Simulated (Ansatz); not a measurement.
The start is a randomly generated symmetric cell of Ti3Al (space group No. 108). The cell and all atomic positions are relaxed at zero pressure with r2SCAN (plane waves to 500 eV, PAW, scalar-relativistic; Ansatz, a quantum-chemistry and plane-wave program). First-step values are on the input's coarse k-mesh.

Ansatz input (later rounds restart from its end on a renewed k-mesh):
Ansatz 0.2 input:
```yaml
crystal:
  lattice:
    - [-3.3829165, 3.3829165, 3.2362105]
    - [3.3829165, -3.3829165, 3.2362105]
    - [3.3829165, 3.3829165, -3.2362105]
  atoms:
    - { symbol: Al, position: [0.18948629, 0.18948629, 0] }
    - { symbol: Al, position: [0.68948629, 0.68948629, 0] }
    - { symbol: Ti, position: [0.01448475, 0.51448475, 0.5] }
    - { symbol: Ti, position: [0.51448475, 0.01448475, 0.5] }
    - { symbol: Ti, position: [0.74677904, 0.24677904, 0.1039637] }
    - { symbol: Ti, position: [0.14281534, 0.64281534, 0.8960363] }
    - { symbol: Ti, position: [0.24677904, 0.14281534, 0.5] }
    - { symbol: Ti, position: [0.64281534, 0.74677904, 0.5] }
basis: { ecutwfc: 500, ecutrho_ratio: 4, xc_grid: 4, fft_grid_basis: typed }
kpoints: { mp_grid: { grid: [7, 7, 7] } }
hamiltonian:
  xc: r2scan
  dispersion: none
  pseudopotentials: { azcp: { folder: ./paw }, kind: paw }
scf: { occupations: { method: fermi_dirac, width: 0.05 } }
relax: { f_tol: 0.01, max_steps: 100, cell: { stress_tol: 0.02 } }
output: { forces: true, stress: true }
```

Problem. How does the volume change?

Solution. -9.9 %, from 18.52 to 16.68 Å³/atom.

Problem. How do the shortest distances between atoms change?

Solution. The closest pairs of elements (up to four, under 3.6 Å), start → end: Ti–Ti 1.95 → 2.79 Å; Al–Ti 2.91 → 2.79 Å; Al–Al 3.24 → 3.04 Å.

Problem. Is the relaxed structure metallic? Give its gap.

Solution. No gap (metallic).

Problem. Give the final cell and atomic positions.

Solution. 
```cif
data_AlTi3
_chemical_formula_sum 'Al1 Ti3'
_space_group_name_H-M_alt 'P4/mmm'
_space_group_IT_number 123
_space_group_name_Hall '-P 4 2'
_cell_length_a 4.68695
_cell_length_b 4.68695
_cell_length_c 3.03655
_cell_angle_alpha 90.000
_cell_angle_beta 90.000
_cell_angle_gamma 90.000
loop_
_atom_site_label
_atom_site_type_symbol
_atom_site_symmetry_multiplicity
_atom_site_Wyckoff_symbol
_atom_site_fract_x
_atom_site_fract_y
_atom_site_fract_z
_atom_site_occupancy
Al1 Al 1 b 0.00000 0.00000 0.50000 1
Ti1 Ti 1 d 0.50000 0.50000 0.50000 1
Ti2 Ti 2 f 0.00000 0.50000 0.00000 1
```

Final values are on a 10×10×15 k-mesh of the relaxed cell. The start holds a very short contact (Ti–Ti 1.95 Å). No spin polarisation in the result.

The run could not lose the symmetry of its start, so the end can be a saddle point.

The relaxed structure here is a generated cell of Ti3Al: the first start was made by a random draw of sites in a space group, and the end was not matched to a known phase here, so it may be hypothetical. Known forms of Ti3Al include space group No. 194.
